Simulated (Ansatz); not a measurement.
YHSe in space group P-6m2 (No. 187; Y on 1a, H on 1c, Se on 1f), a = b = 3.839 Å, c = 3.919 Å, α = β = 90.00°, γ = 120.00°.

This is the r²SCAN-relaxed structure.

**Question.** All from r²SCAN (plane waves, PAW; program Ansatz), unless another level is named. Estimate the electron effective mass with spin–orbit coupling.

**Answer.** 0.21, 0.21, 0.58 mₑ (principal values).

**Question.** Give the band gap.

**Answer.** 2.07 eV (indirect).

**Question.** Next, the hole effective mass with spin–orbit coupling?

**Answer.** 0.17, 0.17, 1.00 mₑ (principal values).

**Question.** What about the valence-band maximum?

**Answer.** at A.

The workflow started from a Materials Project entry (that database holds measured and hypothetical structures alike); the Crystallography Open Database copy checked does not list it. Whether it is the stable phase at ambient conditions was not checked. Symmetry was held in the r²SCAN relaxation; its stability against distortions is not shown here. The run is not spin-polarised. Spin–orbit coupling is left out wherever it is not named.

Potentials: the later of the program's two PAW sets.
